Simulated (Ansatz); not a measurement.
Data:

BAs:
```
CELL_PARAMETERS angstrom
      3.45880     0.00000     0.00000
     -1.72940     2.99541     0.00000
      0.00000     0.00000     7.48158
ATOMIC_POSITIONS crystal
  B  0.50000 0.00000 0.50000
  B  0.00000 0.50000 0.16667
  B  0.50000 0.50000 0.83333
  As 0.50000 0.00000 0.00000
  As 0.00000 0.50000 0.66667
  As 0.50000 0.50000 0.33333
```

This is the PBE-relaxed structure.

**Question.** All from PBE (plane waves, PAW; program Ansatz), unless another level is named. Give the formation energy from the elements (no fitted shifts).

**Answer.** 0.42 eV/atom.

**Question.** And the smallest direct gap on the standard path?

**Answer.** 2.13 eV.

**Question.** What about the hole effective mass?

**Answer.** 0.18, 0.45, 0.45 mₑ (principal values).

**Question.** Next, the electron effective mass?

**Answer.** 0.21, 0.33, 0.35 mₑ (principal values).

**Question.** Next, the weight of the conduction-edge state by species (Voronoi cells)?

**Answer.** B 54 %, As 46 %.

Space group P6_222. The start of the workflow was typed in or built on a structure type; neither database checked (COD, Materials Project) lists it. It is not the phase usual at ambient conditions (space group No. 216). The cell was relaxed with PBE under the symmetry of its start; whether a distortion lowers the energy is not shown. Its formation energy is positive at this level, so the cell may be metastable or incomplete. The references are the lowest solids computed at this level, not always the standard phases. Scalar-relativistic: spin–orbit coupling is off unless named, which matters more the heavier the elements.

Potentials: the earlier of the program's two PAW sets.
